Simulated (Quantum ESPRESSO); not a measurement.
# Planted mistakes on one cell of Hf3AlO7F

Calculated results; nothing here was measured. They come from pw.x of Quantum ESPRESSO 7.5, a plane-wave density functional program, with PseudoDojo standard norm-conserving files (v0.5 for PBE, v0.4.1 for LDA and PBEsol). The cells are made up: elements, strain and atom displacements were drawn at random, and nothing was relaxed. There is no spin polarisation, spin-orbit coupling or dispersion term.

The hafnium file is less sure than the others, with forces about 3 percent (worst 6) and pressure in oxides about 1.5 GPa (worst 2.7) from a second method in checks, which no rerun with the same files tests.

The cell has 12 sites of a fluorite lattice. Sites 1 to 4 hold Hf Hf Al Hf; sites 5 to 12 hold O F O O O O O O. Cell vectors in Å: (5.051, 0.028, -0.020); (0.028, 5.096, 0.046); (-0.020, 0.046, 5.064). Settings: PBE, cutoff 1143 eV, 4 x 4 x 4 k mesh shifted by half a step, Fermi-Dirac smearing of 0.025 eV.

The intended run has a self-consistency threshold of 1e-07 eV, a smearing term of 0.000 eV, a pressure of -3.34 GPa and 14 iterations. Each further run changes one thing: all lengths scaled by 0.9825; atoms of sites 6 and 8 exchanged; cutoff 596 eV; files of LDA; k mesh 2 x 2 x 2; one electron removed; smearing 0.54 eV; threshold 0.04 eV. A coarse mesh keeps the shift, and a charged cell sits in a uniform background.

```
run,change of free energy (eV),smearing term -TS (eV),change of P (GPa),largest change of a force component (eV/Å),iterations
A,-0.236,0.000,-0.33,0.085,15
B,1.476,0.000,-15.52,0.341,15
C,0.023,0.000,-1.25,0.057,7
D,-0.179,-0.806,0.67,0.236,13
E,-10.612,-0.015,-18.63,1.327,20
F,13.214,0.000,-62.03,0.216,13
G,0.115,0.000,12.64,0.412,14
H,-0.280,0.000,0.00,4.371,15
```

A rerun of the intended cell at 1437 eV and k mesh 6 x 6 x 6 moved values by no more than 0.002 eV in the cell's energy, 0.04 GPa in stress and 0.002 eV/Å in force.

Question: which change belongs to which run?

## Worked reading

Run C has the fewest iterations, as a run stopped early does. Run D has the largest smearing term, as wide smearing gives. Run F has a higher energy and the largest fall in pressure, as too small a basis gives. Run G changes the volume by a factor of 0.9484; minus its pressure change over the logarithm of that factor, 239 GPa, is a rough bulk modulus with clamped atoms. Energies from files of another functional, or of a charged cell, have another zero and say nothing on stability; the pressure of a charged cell rests on the program's zero of potential too.

## Key

| run | change |
| --- | --- |
| A | k mesh 2 x 2 x 2 |
| B | files of LDA |
| C | threshold 0.04 eV |
| D | smearing 0.54 eV |
| E | one electron removed |
| F | cutoff 596 eV |
| G | all lengths scaled by 0.9825 |
| H | atoms of sites 6 and 8 exchanged |